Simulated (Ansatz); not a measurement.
A relaxation computed with Ansatz, from input to last step.

```yaml
crystal:
  lattice:
    - [-1.462227981, 1.462227981, 3.587028016]
    - [1.462227981, -1.462227981, 3.587028016]
    - [1.462227981, 1.462227981, -3.587028016]
  atoms:
    - { symbol: Li, position: [0.665, 0.665, 0.0] }
    - { symbol: Li, position: [0.335, 0.335, 0.0] }
    - { symbol: C, position: [0.0, 0.0, 0.0] }
basis:
  ecutwfc: 420
kpoints:
  mp_grid: { grid: [8, 8, 8] }
hamiltonian:
  xc: pbe
scf:
  occupations: { method: gaussian, width: 0.1 }
  lower_state_search: "off"
output:
  forces: true
  stress: true
  eigenvalues: true
relax:
  adjacent_minimum: "off"
  f_tol: 0.04
  max_steps: 70
  cell: { stress_tol: 0.4 }
```

```bash
ansatz run input.yaml --threads 1 --pin off --max-ram 2560MiB --backend cpu --events-out ev --progress --plain --runs-dir out
```

These are results of Ansatz, DFT PBE, scalar-relativistic, plane waves, PAW, not measurements.

Of 6 frames 6 are shown, positions in Å and forces in eV/Å; the SCF threshold varies from step to step. Steps run on the plane waves of an earlier cell, with a Pulay correction in the pressure. The basis is chosen afresh for the last frame, the zero of the energies, and at times for earlier ones too; energy and pressure step there, also at an unchanged geometry.

```xyz
3
Lattice="-1.4622 1.4622 3.5870 1.4622 -1.4622 3.5870 1.4622 1.4622 -3.5870" Properties=species:S:1:pos:R:3:forces:R:3 pbc="T T T" step=1 free_energy_over_end_meV_per_atom=68.83 pressure_GPa=-7.38
Li    0.0000    0.0000    4.7707    0.0000    0.0000   -0.6125
Li    0.0000    0.0000    2.4033    0.0000    0.0000    0.6125
C     0.0000    0.0000    0.0000    0.0000    0.0000    0.0000
3
Lattice="-1.4182 1.4182 3.5157 1.4182 -1.4182 3.5157 1.4182 1.4182 -3.5157" Properties=species:S:1:pos:R:3:forces:R:3 pbc="T T T" step=2 free_energy_over_end_meV_per_atom=22.12 pressure_GPa=-3.72
Li    0.0000    0.0000    4.6194    0.0000    0.0000   -0.2184
Li    0.0000    0.0000    2.4120    0.0000    0.0000    0.2184
C     0.0000    0.0000    0.0000    0.0000    0.0000    0.0000
3
Lattice="-1.3469 1.3469 3.5828 1.3469 -1.3469 3.5828 1.3469 1.3469 -3.5828" Properties=species:S:1:pos:R:3:forces:R:3 pbc="T T T" step=3 free_energy_over_end_meV_per_atom=1.98 pressure_GPa=1.67
Li    0.0000    0.0000    4.6475    0.0000    0.0000    0.1079
Li    0.0000    0.0000    2.5181    0.0000    0.0000   -0.1079
C     0.0000    0.0000    0.0000    0.0000    0.0000    0.0000
3
Lattice="-1.3480 1.3480 3.6381 1.3480 -1.3480 3.6381 1.3480 1.3480 -3.6381" Properties=species:S:1:pos:R:3:forces:R:3 pbc="T T T" step=4 free_energy_over_end_meV_per_atom=0.08 pressure_GPa=0.42
Li    0.0000    0.0000    4.7208    0.0000    0.0000   -0.0156
Li    0.0000    0.0000    2.5554    0.0000    0.0000    0.0156
C     0.0000    0.0000    0.0000    0.0000    0.0000    0.0000
3
Lattice="-1.3435 1.3435 3.6924 1.3435 -1.3435 3.6924 1.3435 1.3435 -3.6924" Properties=species:S:1:pos:R:3:forces:R:3 pbc="T T T" step=5 free_energy_over_end_meV_per_atom=-0.49 pressure_GPa=0.13
Li    0.0000    0.0000    4.7798    0.0000    0.0000   -0.0212
Li    0.0000    0.0000    2.6050    0.0000    0.0000    0.0212
C     0.0000    0.0000    0.0000    0.0000    0.0000    0.0000
3
Lattice="-1.3435 1.3435 3.6924 1.3435 -1.3435 3.6924 1.3435 1.3435 -3.6924" Properties=species:S:1:pos:R:3:forces:R:3 pbc="T T T" step=6 free_energy_over_end_meV_per_atom=0.00 pressure_GPa=0.02
Li    0.0000    0.0000    4.7798    0.0000    0.0000   -0.0211
Li    0.0000    0.0000    2.6050    0.0000    0.0000    0.0211
C     0.0000    0.0000    0.0000    0.0000    0.0000    0.0000
```

The start puts this composition into another compound's structure type, which needn't suit it. At the end the space group is I4/mmm (tolerance 0.05 Å).

It took 6.9 s on 1 thread of Arm Neoverse V1, on a shared host, peak memory 0.27 GiB.

The k mesh is coarse.